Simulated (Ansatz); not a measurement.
Question: B (diamond, Fd-3m) is relaxed with plane-wave PAW PBE (Ansatz code). What lattice parameters of the conventional cell result?

Answer: a = 4.051 Å.

Question: Is it a metal or does it have a gap at this level?

Answer: No gap at this level.

The start of the workflow was typed in or built on a structure type; neither database checked (COD, Materials Project) lists it. It is not the phase usual at ambient conditions (space group No. 166). The cell was relaxed with PBE under the symmetry of its start; its stability against distortions is not shown here.

Potentials: the later of the program's two PAW sets.
